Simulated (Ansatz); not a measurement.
A relaxed 1×1 slab of 6 planes, cut along (10-10) from a hcp crystal of one element, has a cell area of 11.69 Å² and a bulk spacing of 0.786 Å between its first planes. All-electron LAPW in Ansatz 0.2.0 (PBE, scalar-relativistic, no spin polarisation) gives γ = 2.94 J/m², Φ = 4.82 eV and a change of the outer spacing of -17.8 %. The hcp structure needn't be the element's own.

Problem. Which element is it?

Solution. Ru. Neighbours weren't tried against these numbers.
